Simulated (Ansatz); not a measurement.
RbBr (rock salt, Fm-3m), the program Ansatz at the PBE level (PAW). The conduction-band minimum lies at Γ, with 1 equivalent valley. Second derivatives d²E/dk² of the lowest band at one valley (eV·Å²), along Cartesian directions:

| direction | d²E/dk² |
|---|---|
| [100] | 19.75 |
| [010] | 19.75 |
| [001] | 19.75 |
| [110] | 19.75 |
| [101] | 19.75 |
| [011] | 19.75 |

Find the principal effective masses, the density-of-states mass and the conductivity mass.

Off-diagonal terms follow from H_xy = H[110] − (H_xx + H_yy)/2, and m*/mₑ = 7.620 eV·Å² over each eigenvalue: 0.39, 0.39, 0.39. One valley's DOS mass (m₁m₂m₃)^(1/3) = 0.39, conductivity mass 3/(Σ 1/mᵢ) = 0.39 mₑ.

What effective density of states Nc follows at 300 K for parabolic valleys?

Nc = 2.509e19 × 1 × (0.39)^(3/2) ≈ 6.1e18 cm⁻³.

With the computed static dielectric constant 5.69 (mean of the diagonal), estimate a hydrogenic donor's binding energy and radius.

E = 13.606 eV × 0.39/5.69² ≈ 160 meV; a = 0.529 Å × ε/m* ≈ 7.7 Å. Semilocal masses tend to be too small where the gap is.

With ε∞ = 2.46 and ω_LO = 116 cm⁻¹, what Fröhlich coupling constant follows?

α = (1/ε∞ − 1/ε0) √(m* × 13.606 eV/ħω_LO) = 4.4.

The cell was relaxed with PBE under the symmetry of its start; phonons on a q-mesh show no instability. Spin–orbit coupling is left out wherever it is not named.

Potentials: the later of the program's two PAW sets.
